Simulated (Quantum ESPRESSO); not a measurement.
ZnSe is taken in the cubic space group F-43m (No. 216), the zinc blende structure, Pearson symbol cF8. Conventional cell: a = 5.5483 Å, b = 5.5483 Å, c = 5.5483 Å, α = 90.00°, β = 90.00°, γ = 90.00°. Zn on 4a is surrounded by 4 Se at 2.402 Å (tetrahedral). Se on 4d is surrounded by 4 Zn at 2.402 Å (tetrahedral). (Neighbours: up to the widest gap in distance over summed covalent radii, below 1.35, at either atom; cation-cation contacts left out.)
(The calculation used a cell of 2 atoms; values per cell refer to that cell.)

The PBEsol cell relaxed from Materials Project entry mp-1190 was given an isotropic strain of -1.5 % on all lattice vectors, and the atoms were relaxed again.

Q: What does PBEsol (Quantum ESPRESSO, PseudoDojo norm-conserving, 86 Ry, scalar-relativistic) give for the electronic structure near the Fermi level?

A: The PBEsol gap is direct, 1.42 eV at Γ. Spin-orbit splittings are left out.
